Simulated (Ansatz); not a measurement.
GaNi under pressure: fit and missing row

GaNi, Pm-3m, a = 2.873 Å. The structure is a Materials Project entry; whether it is the stable form wasn't checked. Ansatz: PBEsol, PAW, 420 eV, Γ-centred 14×14×14 mesh on 2 atoms, Gaussian smearing 0.10 eV; no spin polarisation. Cell and atoms are relaxed at each pressure, and no other structure is tried, so the rows at high pressure may lie past a change of phase.

| V (Å³/atom) | P (GPa) |
| --- | --- |
| 9.632 | 60.00 |
| ? | 30.00 |
| 11.036 | 15.00 |
| 11.379 | 8.00 |
| 11.664 | 3.02 |
| 11.857 | 0.00 |
| 12.068 | -2.98 |

Problem. Take V0 = 11.857 Å³/atom, fit the third-order Birch–Murnaghan form to the other rows, and predict the missing volume.

Solution. With the Eulerian strain f = ½[(V0/V)^(2/3) − 1] and y = P/[3f(1 + 2f)^(5/2)], the form is the line y = B0 + 1.5 B0 (B0′ − 4) f. Rows (f, y): 0.07430, 190.4; 0.02450, 181.1; 0.01391, 179.0; 0.00550, 178.1; -0.00585, 174.9. Means f = 0.02247, y = 180.70; Σ(Δf)² = 0.003854, ΣΔfΔy = 0.7265; the slope is their ratio. y = 176.5 + 188.5 f GPa, so B0 = 176.5 GPa and B0′ = 4 + 2 × (188.5)/(3 × 176.5) = 4.71. P = 30.00 GPa is met at f = 0.04386 (y = 184.77), so V = V0 (1 + 2f)^(−3/2) = 10.452 Å³/atom. The run gave 10.453 Å³/atom, so the fit is 0.001 Å³/atom too low, within twice the rms miss on the fitted rows (0.0006 Å³/atom).

The mesh isn't the same in all rows (14×14×14, 16×16×16).